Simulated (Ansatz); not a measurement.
**Structures of Ru₂W: which is lowest?**

Plane-wave DFT in Ansatz with scalar-relativistic PAW potentials, cutoff 420 eV, Γ-centred meshes chosen by cell and gap, Gaussian smearing with energies taken to zero width. Every cell was relaxed (cell and atoms) in a run of its own, within the symmetry of its start. Functional: PBE.

Relaxed structures (starts from databases or built by putting these elements on another compound's sites):
A. Fddd, 6 atoms in the computed cell, a = 4.933 Å, b = 8.015 Å, c = 9.035 Å; sites (symmetry × multiplicity) Ru .2. × 16, W 222 × 8; start: built
B. I4/mmm, 3 atoms in the computed cell, a = 3.117 Å, c = 9.401 Å; sites (symmetry × multiplicity) Ru 4mm × 4, W 4/mmm × 2; start: built
C. P6/mmm, 3 atoms in the computed cell, a = 4.319 Å, c = 2.741 Å; sites (symmetry × multiplicity) Ru -6m2 × 2, W 6/mmm × 1; start: built

**Question.** Rank them by energy. Could pressure change the order?

**Answer.**
| structure | group | E − E(lowest) (meV/atom) | V (Å³/atom) | gap on mesh (eV) |
| --- | --- | --- | --- | --- |
| C | P6/mmm | 0.0 | 14.76 | 0.00 |
| A | Fddd | 19.1 | 14.89 | 0.00 |
| B | I4/mmm | 111 | 15.22 | 0.00 |

C is lowest, 19 meV/atom under A. The lowest is also the densest of these, so pressure wouldn't bring one of the others in at first order. Other structures may lie lower than all of these, and vibrations aren't counted.

Spin-orbit coupling is left out, which matters for the bands of heavy elements.